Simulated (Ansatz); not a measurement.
GaGe$_{16}$Si$_{15}$:
```
GaGe16Si15
1.0
    5.61425     7.93707     0.00000
   -5.61425     7.93707     0.00000
   -5.61194     0.00000     7.93204
Ga Ge Si
1 16 15
Direct
  0.24992   0.75008   0.24914
  0.24968   0.25078   0.74961
  0.75481   0.24519   0.25468
  0.74922   0.75032   0.74961
  0.49972   0.50028   0.00071
  0.50138   0.75478   0.00127
  0.49883   0.24942   0.49835
  0.99832   0.24970   0.99872
  0.00157   0.74922   0.50166
  0.99927   0.00073   0.75085
  0.00085   0.49872   0.25032
  0.49867   0.50133   0.74491
  0.50128   0.99915   0.25032
  0.24522   0.49862   0.00127
  0.25078   0.99843   0.50166
  0.75030   0.00168   0.99872
  0.75058   0.50117   0.49835
  0.49996   0.99912   0.49997
  0.00116   0.99884   0.00149
  0.00088   0.50004   0.49997
  0.24943   0.50118   0.25080
  0.24939   0.00125   0.75032
  0.75139   0.99871   0.25065
  0.74978   0.50082   0.74848
  0.24938   0.24844   0.00007
  0.24892   0.75108   0.49732
  0.75156   0.75062   0.00007
  0.74972   0.25028   0.50047
  0.99875   0.75061   0.75032
  0.00129   0.24861   0.25065
  0.49918   0.25022   0.74848
  0.49882   0.75057   0.25080
```

Relaxed with PBE in the plane-wave PAW code Ansatz. Indices refer to the conventional cell of Cm, a = 11.229 Å, b = 15.874 Å, c = 9.717 Å, α = γ = 90.00°, β = 125.28°.

Q: Simulate the powder diffraction pattern (Fe Kα, λ = 1.93735 Å; lines above 1 %) up to 2θ = 90°.

A: Simulated powder pattern, Fe Kα, λ = 1.93735 Å (kinematic, ideal powder, no thermal factors, no anomalous dispersion; the 30 strongest lines at most, above 1 %, up to 2θ = 90°):

```tsv
2θ (°)	d (Å)	I/Imax (%)	hkl
14.02	7.937	1.8	(-1 1 1)+(110)
24.41	4.582	1.3	(-2 2 1)+(-1 3 1)
34.78	3.241	100	(-2 4 1)
34.79	3.240	50	(201)
34.80	3.239	50	(-2 0 3)
37.68	3.000	1.2	(-3 3 2)+(150)
40.37	2.807	9.5	(-4 0 2)
40.40	2.805	19	(042)
58.43	1.984	40	(440)
58.45	1.984	59	(-4 4 4)+(080)
58.48	1.983	20	(004)
69.82	1.693	21	(-6 4 3)+(-6 0 1)
69.84	1.692	6.9	(-6 0 5)
69.85	1.692	28	(-2 8 3)+(281)
69.87	1.692	14	(243)
69.88	1.691	14	(-2 4 5)
73.43	1.620	3.6	(-4 8 2)
73.45	1.620	1.8	(402)
73.48	1.619	1.8	(-4 0 6)
87.28	1.404	6.9	(-8 0 4)
87.36	1.403	14	(084)
```

The start of the workflow was typed in or built on a structure type; neither database checked (COD, Materials Project) lists it. Its standing as an ambient phase is unchecked. Symmetry was held in the PBE relaxation; its stability against distortions is not shown here.

Potentials: the later of the program's two PAW sets.
